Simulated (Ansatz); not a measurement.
## Cu: levels along high-symmetry lines

```
Cu
1.0
     0.00000    1.78872    1.78872
     1.78872    0.00000    1.78872
     1.78872    1.78872    0.00000
Cu
1
Direct
  0.00000 0.00000 0.00000
```

The conventional cell has a = 3.577 Å, b = 3.577 Å, c = 3.577 Å, α = 90.00°, β = 90.00°, γ = 90.00°. Around Cu (atom 1) lie 12 Cu at 2.53 Å.

Structure from Materials Project entry mp-30 (possibly hypothetical), not relaxed further.

Level of theory: Ansatz 0.2.0, DFT, PBE, all-electron LAPW, scalar-relativistic.

Sampling and basis: a Γ-centred 17×17×17 k mesh, Fermi–Dirac smearing of 0.05 eV, basis error target 0.25 meV/atom, no spin polarisation.

Points in fractions of the reciprocal vectors of this cell: Γ (0, 0, 0), X (0.5, 0, 0.5), U (0.625, 0.25, 0.625), K (0.375, 0.375, 0.75), L (0.5, 0.5, 0.5), W (0.5, 0.25, 0.75). The path joins them by straight lines in the order Γ–X–U–K–Γ–L–W–X; legs that retrace an earlier one aren't tabulated. Energies are in eV from the Fermi level.

(1) List the levels at K between -8 and 6 eV.

(2) List the levels at L between -8 and 6 eV.

(3) List the levels at W between -8 and 6 eV.

(4) What is the band gap?

## Answers

(1) -4.55, -4.30, -2.93, -2.17, -1.77, 4.30, 5.75.

(2) -5.36, -3.22 (×2), -1.71 (×2), -1.23, 3.83.

(3) -4.38, -3.73 (×2), -2.36, -1.56.

(4) none: with an odd electron count and no spin polarisation the bands can't all be full, a metal in this set-up (spin order or a larger cell could open a gap).
